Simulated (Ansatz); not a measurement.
A distorted cell of Bi$_{2}$Se$_{3}$ (Bi2Te3 type, space group R-3m):

```
Bi2Se3
1.0
    2.07230     1.19644     9.75526
   -2.07230     1.19644     9.75526
    0.00000    -2.39289     9.75526
Bi Se
2 3
Direct
  0.39938   0.39938   0.39938
  0.60062   0.60062   0.60062
  0.00000   0.00000   0.00000
  0.21024   0.21024   0.21024
  0.78580   0.78580   0.78580
```

Method: r2SCAN+rVV10 (plane waves to 500 eV, PAW, scalar-relativistic; Ansatz, a quantum-chemistry and plane-wave program). k mesh 8×8×8 (Γ-centred), Fermi-Dirac smearing 0.05 eV. E stands for the smeared free energy. Compression counts positive. Bi2Se3 was relaxed with its symmetry unable to fall. Spin-orbit coupling is left out, though Bi is heavy.

### Question
Predict the force on every atom, in eV/Å.

### Answer
```tsv
atom	Fx	Fy	Fz
Bi1	0.000	0.000	0.038
Bi2	0.000	0.000	-0.651
Se3	0.000	0.000	-0.093
Se4	0.000	0.000	0.755
Se5	0.000	0.000	-0.049
```

### Question
What is the stress tensor (GPa)?

### Answer
```
  -0.74     0.00     0.00
   0.00    -0.74     0.00
   0.00     0.00    -1.36
```
The pressure, a third of the trace, is -0.95 GPa.

### Question
In it atom 4 sits (0.000, 0.000, -0.116) Å away from its relaxed site. What is its energy relative to the relaxed cell?

### Answer
44.1 meV/cell.

(For displaced atoms, the force is minus the slope of the energy, and its curvature is a force constant, which sets phonon frequencies.)
